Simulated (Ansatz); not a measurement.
KTaO3:
```yaml
crystal:
  lattice:
    - [3.98527, 0.00000, 0.00000]
    - [0.00000, 3.98527, 0.00000]
    - [0.00000, 0.00000, 3.98527]
  atoms:
    - { symbol: K, position: [0.50000, 0.50000, 0.50000] }
    - { symbol: Ta, position: [0.00000, 0.00000, 0.00000] }
    - { symbol: O, position: [0.00000, 0.50000, 0.00000] }
    - { symbol: O, position: [0.50000, 0.00000, 0.00000] }
    - { symbol: O, position: [0.00000, 0.00000, 0.50000] }
```

Relaxed with HSE06. Special points in fractions of this cell's reciprocal vectors: Γ (0.000, 0.000, 0.000); X (0.000, 0.500, 0.000); M (0.500, 0.500, 0.000); R (0.500, 0.500, 0.500).

Question: List the band energies nearest the valence-band maximum at these points for the program Ansatz at the HSE06 level (PAW).

Answer: In eV from the valence-band maximum; about four levels below and three above (degenerate sets whole), none deeper than 8.9 eV; points with the same levels are listed once.

| k | below | above |
|---|---|---|
| Γ | -1.14 -1.14 -1.14 -0.67 -0.67 -0.67 | 3.60 3.60 3.60 |
| X | -2.29 -1.61 -0.91 -0.91 | 3.76 6.65 6.65 |
| M | -1.80 -1.54 -1.54 -0.04 | 6.70 6.70 8.16 |
| R | -4.18 -4.18 -4.18 0.00 0.00 0.00 | 8.30 8.30 8.30 |

Space group Pm-3m (cubic perovskite). Symmetry was held in the HSE06 relaxation. The run is not spin-polarised. The hybrid was solved on a coarse mesh, the path and, where they were found, the r²SCAN edge points; its band edges are the extreme levels among these. Spin–orbit coupling is left out wherever it is not named.

Potentials: the earlier of the program's two PAW sets. The files were generated under PBE; for other functionals the program regenerates the frozen cores, and for LDA and PBEsol the local potential too.
